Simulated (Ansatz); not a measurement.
**Zone-centre phonons of Ti$_{3}$Si at 25 GPa: input and output**

Theory: Ansatz 0.2.0, DFT LDA, scalar-relativistic, plane waves, PAW.

Launched with:
```bash
ansatz run input.yaml --threads 2 --pin off --max-ram 6144MiB --backend cpu --events-out ev --progress --plain --runs-dir out
```

Input (bare energies are in eV):
```yaml
crystal:
  lattice:
    - [5.2649466457, 0.0, 0.0]
    - [-2.6324733229, 4.5595775448, 0.0]
    - [0.0, 0.0, 4.2849742664]
  atoms:
    - { symbol: Ti, position: [0.3425004076, 0.1712502038, 0.75] }
    - { symbol: Ti, position: [0.8287497962, 0.1712502038, 0.75] }
    - { symbol: Ti, position: [0.8287497962, 0.6574995924, 0.75] }
    - { symbol: Ti, position: [0.6574995924, 0.8287497962, 0.25] }
    - { symbol: Ti, position: [0.1712502038, 0.8287497962, 0.25] }
    - { symbol: Ti, position: [0.1712502038, 0.3425004076, 0.25] }
    - { symbol: Si, position: [0.3333333333, 0.6666666667, 0.75] }
    - { symbol: Si, position: [0.6666666667, 0.3333333333, 0.25] }
basis:
  ecutwfc: 420
kpoints:
  mp_grid: { grid: [12, 12, 8] }
hamiltonian:
  xc: lda
scf:
  occupations: { method: fermi_dirac, width: 0.15 }
output:
  eigenvalues: true
phonons:
  method: dfpt
  eigenvectors: true
```

Results section of the output:
```
--- Phonons (Γ-DFPT): 4 representative perturbations + reference, on 370 of 1152 k-points (Σ response iterations 33) ---
  k mesh reduced under 2 symmetry operations, with k and −k counted as one. Each operation leaves every solved displacement unchanged or reverses it
  ASR residual: 1.158e-3 → 0.000e0 eV/Å²; symmetrization residual: 8.816e-6 eV/Å²
  ASR residual per site (eV/Å²): 1.09e-3 1.09e-3 1.16e-3 1.09e-3 1.09e-3 1.16e-3 4.63e-5 4.63e-5
  Γ frequencies (cm⁻¹): 0.00 0.00 0.00 67.35 67.35 158.89 158.89 195.65 206.61 206.61 232.62 302.13 302.13 304.83 304.83 330.02 334.43 345.35 375.50 387.60 387.60 407.46 413.77 413.77
  non-analytic LO–TO correction: not included (Born effective charges unavailable; polar crystals: no LO–TO splitting at Γ)
```

The run took 23 min on 2 threads of AMD EPYC 7R43 64-Core Processor (Zen 3), with other jobs on the host, peak memory 5 GiB.

In a metal, frequencies and elastic constants depend on the k mesh and the smearing, soft modes and shear constants most. Other phases may be more stable at this pressure.